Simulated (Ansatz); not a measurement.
## Structures of Si$_{2}$C: which is lowest?

Plane-wave DFT in Ansatz with scalar-relativistic PAW potentials, cutoff 420 eV, Γ-centred meshes chosen by cell and gap, Gaussian smearing with energies taken to zero width. Every cell was relaxed (cell and atoms) in a run of its own, within the symmetry of its start. Functional: PBE.

Relaxed structures (starts from databases or built by putting these elements on another compound's sites):
A. P6_3/mmc, 6 atoms in the computed cell, a = 2.923 Å, c = 8.841 Å; sites (symmetry × multiplicity) Si 3m. × 4, C -6m2 × 2; start: built
B. P2_1, 6 atoms in the computed cell, a = 3.042 Å, b = 4.668 Å, c = 5.503 Å, β = 91.4°; sites (symmetry × multiplicity) Si 1 × 2 + 1 × 2, C 1 × 2; start: built
C. Pnnm, 6 atoms in the computed cell, a = 4.274 Å, b = 5.709 Å, c = 2.883 Å; sites (symmetry × multiplicity) Si ..m × 4, C ..2/m × 2; start: built

Rank them by energy. Could pressure change the order?

| structure | group | E − E(lowest) (meV/atom) | V (Å³/atom) | gap on mesh (eV) |
| --- | --- | --- | --- | --- |
| B | P2_1 | 0.0 | 13.02 | 0.00 |
| A | P6_3/mmc | 413 | 10.90 | 0.00 |
| C | Pnnm | 598 | 11.72 | 0.00 |

B is lowest, 413 meV/atom under A. A is denser by 2.12 Å³/atom, so pressure favours it: ΔE/ΔV, with ΔE in eV and 1 eV/Å³ = 160.2 GPa, gives about 31 GPa for equal enthalpy if both cells were rigid; at such pressures compression changes ΔV much, so this is a scale only. Other structures may lie lower than all of these, and vibrations aren't counted.